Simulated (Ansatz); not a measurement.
Is this Na4ICl3 structure a true minimum?

It was reached by relaxing an invented guess, and it needn't be the stable form of this composition.

All numbers below come from DFT PBE, scalar-relativistic, plane waves, PAW (Ansatz 0.2.0). Cutoff 420 eV; k points 6×6×6 on the computed 8-atom cell (Γ-centred); Gaussian smearing, width 0.02 eV; no spin polarisation.

The cell below (8 atoms, space group I4/mmm (No. 139)) is relaxed within its symmetry.

```xyz
8
Lattice="-2.9942 2.9942 5.8849 2.9942 -2.9942 5.8849 2.9942 2.9942 -5.8849" Properties=species:S:1:pos:R:3 pbc="T T T"
Na    2.9942    0.0000    0.0000
Na    0.0000    2.9942    0.0000
Na    0.0000    0.0000    3.1421
Na    0.0000    0.0000    8.6276
I     0.0000    0.0000    0.0000
Cl    0.0000    0.0000    5.8849
Cl    0.0000    2.9942    2.9424
Cl    2.9942    0.0000    2.9424
```

For the test it was strained at random (σ = 1.5 % a component), the atoms were moved at random (σ = 0.15 Å), and all was relaxed again on a coarse 4×4×4 mesh (in the run’s order of axes) with 0.10 eV smearing, with no symmetry imposed.

Spin–orbit coupling, which can matter for I, is left out.

Q: Does it come back?

A: It returns, within 1 meV/atom of the unmoved cell on that mesh and with the same symmetry when read at 0.1 Å (P1 at 0.01 Å, so small strains and shifts remain). No instability shows in this cell; modes of other wave vectors, which need another repeat, aren't tested.
